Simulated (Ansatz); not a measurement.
**Equation of state of Ge**

```cif
data_structure
_symmetry_space_group_name_H-M 'P 1'
_symmetry_Int_Tables_number 1
_cell_length_a 4.0005
_cell_length_b 4.0005
_cell_length_c 4.0005
_cell_angle_alpha 60.000
_cell_angle_beta 60.000
_cell_angle_gamma 60.000
_cell_volume 45.27
loop_
_atom_site_label
_atom_site_type_symbol
_atom_site_fract_x
_atom_site_fract_y
_atom_site_fract_z
_atom_site_occupancy
Ge1 Ge 0.50000 0.50000 0.50000 1
Ge2 Ge 0.75000 0.75000 0.75000 1
```

The runs use the primitive cell with vectors (0.000, 2.829, 2.829), (2.829, 0.000, 2.829), (2.829, 2.829, 0.000) Å, to which the k mesh refers.

Structure: COD 9011050, as refined from experiment and not relaxed.

Levels of theory: DFT, LDA, all-electron LAPW, scalar-relativistic (Ansatz 0.2.0); DFT, LDA, PAW with Ansatz's default frozen-core files, scalar-relativistic (Ansatz 0.2.0).

For LAPW: a Γ-centred 10×10×10 k mesh, Fermi–Dirac smearing of 0.05 eV, basis error target 0.25 meV/atom, no spin polarisation. PAW takes a cutoff of 420 eV at this cell (files made with PBE, cores remade for this functional). The Ansatz runs share mesh, smearing and spin set-up. Plane-wave (PAW) pressures include the program's estimate of the Pulay term.

The cell above is scaled evenly, with fractional coordinates and shape held.

| V/V(cell) | V (Å³/atom) | P, LAPW (GPa) | P, PAW (GPa) | free energy over the lowest listed, PAW (meV/atom) |
| --- | --- | --- | --- | --- |
| 0.9400 | 21.278 | 3.42 | 3.39 | 9.4 |
| 0.9600 | 21.730 | 1.65 | 1.63 | 2.4 |
| 0.9800 | 22.183 | 0.11 | 0.09 | 0.0 |
| 0.9900 | 22.409 | -0.59 | -0.61 | 0.4 |
| 1.0000 | 22.636 | -1.26 | -1.28 | 1.7 |
| 1.0100 | 22.862 | -1.90 | -1.92 | 4.0 |
| 1.0200 | 23.088 | -2.49 | -2.52 | 7.1 |
| 1.0400 | 23.541 | -3.59 | -3.61 | 15.8 |
| 1.0600 | 23.994 | -4.55 | -4.57 | 27.4 |

**Question.** What do Birch–Murnaghan fits to the pressures give?

**Answer.** LAPW: V0 = 22.22 Å³/atom, B0 = 71 GPa, B0′ = 4.8; PAW: V0 = 22.21 Å³/atom, B0 = 71 GPa, B0′ = 4.8.

PAW's V0 lies -0.03 % from the all-electron value and its B0 0.1 %. Symmetry fixes shape and coordinates here, so this is the relaxed modulus.
